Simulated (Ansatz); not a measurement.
Values for one crystal, relaxed and computed with r²SCAN in the plane-wave PAW code Ansatz; other levels are named.

```yaml
volume_per_atom: 9.61 Å³
electronic_character: metallic (no gap)
Formation energy from the elements (no fitted shifts): -0.62 eV/atom
Density of states at the Fermi level: 0.68 states/eV per atom (mean over ±0.08 eV)
```

Pick the material that matches.
A. ZnSe, P-6m2 (Zn on 1a, Se on 1f)
B. CeGe2Ru2, I4/mmm (Ce on 2a, Ge on 4e, Ru on 4d)
C. NbP, CsCl type
D. LiMoN2, R3m (Li on 3a, Mo on 3a, N on 3a, N on 3a)

D, LiMoN2, R3m (Li on 3a, Mo on 3a, N on 3a, N on 3a)

The first step of the workflow began from a Materials Project structure, measured or hypothetical; the Crystallography Open Database copy checked does not list it. Whether it is the stable phase at ambient conditions was not checked. The cell was relaxed with r²SCAN under the symmetry of its start; whether a distortion lowers the energy is not shown. No spin polarisation was allowed. With an odd number of electrons in the cell and no spin polarisation, the count alone makes it a metal. The references are the lowest solids computed at this level, not always the standard phases (solids in place of the gases). Scalar-relativistic: spin–orbit coupling is off unless named, which matters more the heavier the elements.

Potentials: the later of the program's two PAW sets.
